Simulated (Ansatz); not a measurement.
Here is the system:

Rb$_{2}$SnHgTe$_{4}$:
```
Rb2SnHgTe4
1.0
   -4.46617     4.46617     3.75007
    4.46617    -4.46617     3.75007
    4.46617     4.46617    -3.75007
Rb Sn Hg Te
2 1 1 4
Direct
  0.50000   0.00000   0.50000
  0.00000   0.50000   0.50000
  0.50000   0.50000   0.00000
  0.00000   0.00000   0.00000
  0.90685   0.90685   0.33867
  0.09315   0.43182   0.00000
  0.56818   0.56818   0.66133
  0.43182   0.09315   0.00000
```

This is the r²SCAN-relaxed structure.

Q: All from the program Ansatz at the r²SCAN level (PAW), unless another level is named. Estimate the electron effective mass.

A: 0.29, 0.31, 0.31 mₑ (principal values).

Q: And the gap with spin–orbit coupling?

A: 0.69 eV.

Q: Predict the HSE06 gap on the r²SCAN cell.

A: 1.33 eV.

Q: Predict the weight of the valence-edge state by species (Voronoi cells).

A: Te 87 %, Hg 5 %, Rb 4 %, Sn 4 %.

Space group I-42m. The workflow started from a Materials Project entry (that database holds measured and hypothetical structures alike); the Crystallography Open Database files this formula in space group No. 121, but the cells were not matched. Its standing as an ambient phase is unchecked. Symmetry was held in the r²SCAN relaxation; its stability against distortions is not shown here. Spin–orbit coupling is left out wherever it is not named.

Potentials: the later of the program's two PAW sets.
